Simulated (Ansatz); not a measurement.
Input:

BP:
Space group P4₂/mnm (No. 136); a = b = 5.551 Å, c = 3.197 Å, α = β = γ = 90.00°

```tsv
atom	site	symmetry	x	y	z
B	4f	m.2m	0.1784	0.1784	0.0000
P	4g	m.2m	0.3193	0.3193	0.5000
```

This is the r²SCAN-relaxed structure.

### Question
All from r²SCAN in the plane-wave PAW code Ansatz, unless another level is named. Predict the formation energy from the elements (no fitted shifts).

### Answer
-32 kJ/mol of atoms.

### Question
Give the HSE06 gap on the r²SCAN cell.

### Answer
1.09 eV.

### Question
And the band gap?

### Answer
0.55 eV (indirect).

### Question
And the weight of the conduction-edge state by species (Voronoi cells)?

### Answer
P 52 %, B 48 %.

### Question
Next, the valence-band maximum?

### Answer
at Γ.

Space group P4_2/mnm. The start of the workflow was typed in or built on a structure type; neither database checked (COD, Materials Project) lists it. It is not the phase usual at ambient conditions (space group No. 216). The cell was relaxed with r²SCAN under the symmetry of its start; whether a distortion lowers the energy is not shown. The references are the lowest solids computed at this level, not always the standard phases.

Potentials: the earlier of the program's two PAW sets.
